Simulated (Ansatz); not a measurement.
GaN (zinc blende)

```
CELL_PARAMETERS angstrom
      0.00000     4.49791     4.49791
      2.24896     2.24896     4.49791
      2.24896     2.24896     0.00000
ATOMIC_POSITIONS crystal
  N  0.00000 0.75000 0.75000
  N  0.50000 0.75000 0.75000
  Ga 0.00000 0.00000 0.00000
  Ga 0.50000 0.00000 0.00000
```

The atoms are displaced by Q × the pattern below (from a DFPT mode at X = (0.5, 0.5, 0.0), largest move 1; Q in Å), at fixed cell. It is one choice among 2 degenerate patterns. (q is in reciprocal vectors of the primitive cell; the cell shown is doubled to hold the pattern.)

```
atom       x       y      z
----  ------  ------  -----
N1     0.580   0.000  0.000
N2    -0.580   0.000  0.000
Ga3    0.000   1.000  0.000
Ga4    0.000  -1.000  0.000
```

Method: r2SCAN (plane waves to 500 eV, PAW, scalar-relativistic; Ansatz, a quantum-chemistry and plane-wave program). k mesh 13×13×13 (Γ-centred), Fermi-Dirac smearing 0.05 eV. Energies are smeared free energies. GaN was relaxed with its symmetry unable to fall. The zero of ΔE is the undisplaced structure.

The scan covers Q from -0.100 to 0.100 Å in 13 points.

**Question.** Which space group does the distorted structure have?

**Answer.** C222_1 (No. 20), lowered from F-43m.

**Question.** What is the energy change at Q = 0.100 Å?

**Answer.** 103.3 meV/cell.

**Question.** What harmonic wavenumber does the curvature at Q = 0 give?

**Answer.** 195 cm⁻¹.

(For displaced atoms, the force is minus the slope of the energy, and its curvature is a force constant, which sets phonon frequencies.)
